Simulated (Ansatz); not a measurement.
Consider the following.

Ta:
```cif
data_Ta2
_chemical_formula_sum 'Ta2'
_space_group_name_H-M_alt 'Im-3m'
_space_group_IT_number 229
_space_group_name_Hall '-I 4 2 3'
_cell_length_a 3.28140
_cell_length_b 3.28140
_cell_length_c 3.28140
_cell_angle_alpha 90.000
_cell_angle_beta 90.000
_cell_angle_gamma 90.000
loop_
_atom_site_label
_atom_site_type_symbol
_atom_site_symmetry_multiplicity
_atom_site_Wyckoff_symbol
_atom_site_fract_x
_atom_site_fract_y
_atom_site_fract_z
_atom_site_occupancy
Ta1 Ta 2 a 0.00000 0.00000 0.00000 1
```
(The calculation used a cell of 1 atom; values per cell refer to that cell.)

This is the PBEsol-relaxed structure.

**Question.** All from PBEsol in the plane-wave PAW code Ansatz, unless another level is named. Give the bulk modulus (Birch–Murnaghan fit).

**Answer.** 210 GPa.

**Question.** And the elastic constants (relaxed ions, GPa)?

**Answer.** C11 = 286, C12 = 168, C44 = 74.7.

Symmetry was held in the PBEsol relaxation. No spin polarisation was allowed. As this level gives no gap, shear constants depend on the k-mesh and smearing (Fermi–Dirac, 0.1 eV here). Scalar-relativistic: spin–orbit coupling is off unless named, which matters more the heavier the elements.

Potentials: the earlier of the program's two PAW sets. The files were generated under PBE; for other functionals the program regenerates the frozen cores, and for LDA and PBEsol the local potential too.
